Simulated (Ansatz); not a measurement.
ScOF:
```
CELL_PARAMETERS angstrom
      5.19441     0.00000     0.00000
      0.00000     5.03953     0.00000
      0.00000     0.00000     5.13983
ATOMIC_POSITIONS crystal
  Sc 0.02442 0.30443 0.24196
  Sc 0.97558 0.69557 0.74196
  Sc 0.52442 0.69557 0.24196
  Sc 0.47558 0.30443 0.74196
  F  0.36749 0.06272 0.12643
  F  0.63251 0.93728 0.62643
  F  0.86749 0.93728 0.12643
  F  0.13251 0.06272 0.62643
  O  0.24397 0.53587 0.98761
  O  0.75603 0.46413 0.48761
  O  0.74397 0.46413 0.98761
  O  0.25603 0.53587 0.48761
```

Relaxed with r²SCAN. Special points in fractions of this cell's reciprocal vectors: Γ (0.000, 0.000, 0.000); X (0.500, 0.000, 0.000); S (0.500, 0.500, 0.000); Y (0.000, 0.500, 0.000); Z (0.000, 0.000, 0.500); U (0.500, 0.000, 0.500); R (0.500, 0.500, 0.500); T (0.000, 0.500, 0.500).

### Question
List the band energies nearest the valence-band maximum at these points for r²SCAN (plane waves, PAW; program Ansatz).

### Answer
In eV from the valence-band maximum; about four levels below and three above (degenerate sets whole), none deeper than 8.9 eV; points with the same levels are listed once.

```csv
k,below,above
Γ,-0.73 -0.46 -0.37 -0.15,5.29 5.33 5.41
X,-1.16 -1.16 -0.01 -0.01,5.33 5.33 5.80 5.80
S,-1.48 -1.48 0.00 0.00,5.26 5.26 5.72 5.72
Y,-0.75 -0.44 -0.43 -0.12,5.01 5.21 5.27
Z,-1.24 -1.24 -0.24 -0.24,5.61 5.61 5.62 5.62
U,-1.04 -1.04 -1.04 -1.04,5.56 5.56 5.56 5.56
R,-1.17 -1.17 -1.17 -1.17,5.46 5.46 5.46 5.46
T,-1.65 -1.65 -0.24 -0.24,5.35 5.35 5.58 5.58
```

Space group Pca2_1. The start of the workflow was typed in or built on a structure type; neither database checked (COD, Materials Project) lists it. Its standing as an ambient phase is unchecked. Symmetry was held in the r²SCAN relaxation; whether a distortion lowers the energy is not shown. The run is not spin-polarised.

Potentials: the earlier of the program's two PAW sets.
